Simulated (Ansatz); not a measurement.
NiGe (CsCl type, Pm-3m), a = 2.9292 Å, b = 2.9292 Å, c = 2.9292 Å, α = 90.00°, β = 90.00°, γ = 90.00°.

Relaxed with PBEsol.

Task: Decompose the optical modes at the zone centre into irreducible representations, and say which are infrared and Raman allowed.

Result: Point group m-3m: Γ_opt = T1u. Infrared: T1u. Raman: none.

Task: Assign frequencies (DFPT, PBEsol in the plane-wave PAW code Ansatz).

Result: T1u 149 cm⁻¹.

A made-up cell: these elements were put on the sites of a structure type; neither database checked (COD, Materials Project) lists it. COD files the formula under space group No. 62. Its standing as an ambient phase is unchecked. The cell was relaxed with PBEsol under the symmetry of its start; whether a distortion lowers the energy is not shown. The workflow began spin-polarised and lost its moments. As this level gives no gap, phonon frequencies hold no LO–TO term and depend on the k-mesh and smearing (Fermi–Dirac, 0.1 eV here).

Potentials: the earlier of the program's two PAW sets. The files were generated under PBE; for other functionals the program regenerates the frozen cores, and for LDA and PBEsol the local potential too.
